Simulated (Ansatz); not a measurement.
# Sn3Te2O: rattling a relaxed structure

The cell was found from a proposed guess, not taken from experiment.

The calculation used Ansatz 0.2.0, DFT PBE, scalar-relativistic, plane waves, PAW. Settings: cutoff 420 eV, Γ-centred mesh 6×6×2 on the computed 12-atom cell, Gaussian smearing of 0.02 eV; no spin polarisation.

The cell below (12 atoms, space group P4/nmm (No. 129)) is relaxed within its symmetry.

```cif
data_structure
_symmetry_space_group_name_H-M 'P 1'
_symmetry_Int_Tables_number 1
_cell_length_a 4.4165
_cell_length_b 4.4165
_cell_length_c 19.9008
_cell_angle_alpha 90.000
_cell_angle_beta 90.000
_cell_angle_gamma 90.000
_cell_volume 388.17
loop_
_atom_site_label
_atom_site_type_symbol
_atom_site_fract_x
_atom_site_fract_y
_atom_site_fract_z
_atom_site_occupancy
Sn1 Sn 0.50000 0.00000 0.40680 1
Sn2 Sn 0.00000 0.50000 0.59320 1
Sn3 Sn 0.00000 0.50000 0.26907 1
Sn4 Sn 0.00000 0.50000 0.95379 1
Sn5 Sn 0.50000 0.00000 0.04621 1
Sn6 Sn 0.50000 0.00000 0.73093 1
Te1 Te 0.00000 0.50000 0.41923 1
Te2 Te 0.50000 0.00000 0.58077 1
Te3 Te 0.50000 0.00000 0.25455 1
Te4 Te 0.00000 0.50000 0.74545 1
O1 O 0.50000 0.50000 0.00000 1
O2 O 0.00000 0.00000 0.00000 1
```

For the test it was strained at random (σ = 1.5 % a component), the atoms were moved at random (σ = 0.15 Å), and all was relaxed again on a coarse 4×4×1 mesh (in the run’s order of axes) with 0.10 eV smearing, with no symmetry imposed.

Weakly bound directions are ill-defined at this level, which has no dispersion term. Spin–orbit coupling, which can matter for Te, is left out.

**Question.** Does it come back?

**Answer.** It doesn't return. The energy falls by 32 meV/atom on that mesh, the volume changes by -9.6 %, and the end has space group Aem2 (No. 39) at a loose tolerance. Relaxed again on a 6×6×2 mesh with 0.02 eV smearing, the new structure lies 39 meV/atom below the first (mesh in the axes of the run's cell; the cell below is made exact in the group named). Space group Aem2 (No. 39), orthorhombic, a = 17.606 Å, b = 6.256 Å, c = 6.312 Å. Sn on its first site has 6 Te at 3.09–3.34 Å; Sn on its second site is surrounded by 5 Te at 3.08–3.22 Å and 1 Sn at 3.31 Å; around Te on its first site lie 6 Sn at 3.08–3.34 Å; around O lie 2 Sn at 2.15 Å; 2 more sites not described.

```
Sn Te O
1.0
    17.60590    0.00000    0.00000
     0.00000    3.12818    3.15616
     0.00000   -3.12818    3.15616
Sn Te O
6 4 2
Direct
  0.10091 0.86685 0.36685
  0.89909 0.36685 0.86685
  0.26371 0.36530 0.86530
  0.55309 0.74483 0.24483
  0.44691 0.24483 0.74483
  0.73629 0.86530 0.36530
  0.08879 0.35521 0.85521
  0.91121 0.85521 0.35521
  0.27864 0.85654 0.35654
  0.72136 0.35654 0.85654
  0.50000 0.81279 0.81279
  0.50000 0.31279 0.31279
```
